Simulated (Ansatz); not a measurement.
Here is the system:

La2O3 (A-La2O3 type, space group P-3m1)

```
La2O3
1.0
    3.90611     0.00000     0.00000
   -1.95305     3.38279     0.00000
    0.00000     0.00000     6.04025
La O
2 3
Direct
  0.33333   0.66667   0.24537
  0.66667   0.33333   0.75463
  0.00000   0.00000   0.00000
  0.33333   0.66667   0.64601
  0.66667   0.33333   0.35399
```

Scan: atom 5 (O, nearest neighbour La at 2.349 Å; its periodic images, 3.9 Å or more away, move with it) is displaced along Cartesian [110], direction (0.707, 0.707, 0.000) in Cartesian axes, by s. The other atoms stay.

All values below come from PBEsol (plane waves to 420 eV, PAW, scalar-relativistic; Ansatz, a program for electronic structure). k mesh 8×8×5 (Γ-centred), Fermi-Dirac smearing 0.05 eV. The energy includes the smearing's −TS. Left out: 2 of 11 points, with atoms too close for the PAW data. La2O3 is run without spin polarisation. La2O3 was relaxed with its symmetry unable to fall. ΔE is measured from the undisplaced structure.

The scan covers s from -0.470 to 0.282 Å in 9 points.

Q: Is the energy the same for displacements of ±0.282 Å, and if not, which side lies higher?

A: Not even: the positive side lies higher at ±0.282 Å. With its periodic images moving along, the atom's site symmetry in this cell is 3m..

Q: What force acts on the atom along the line at s = -0.470 Å?

A: 3.03 eV/Å.

Q: What is the force constant k = d²E/ds² of this move at s = 0?

A: 7.83 eV/Å².

(A displaced cell: forces are minus the slopes of the energy, force constants its curvatures, and phonons follow from these.)
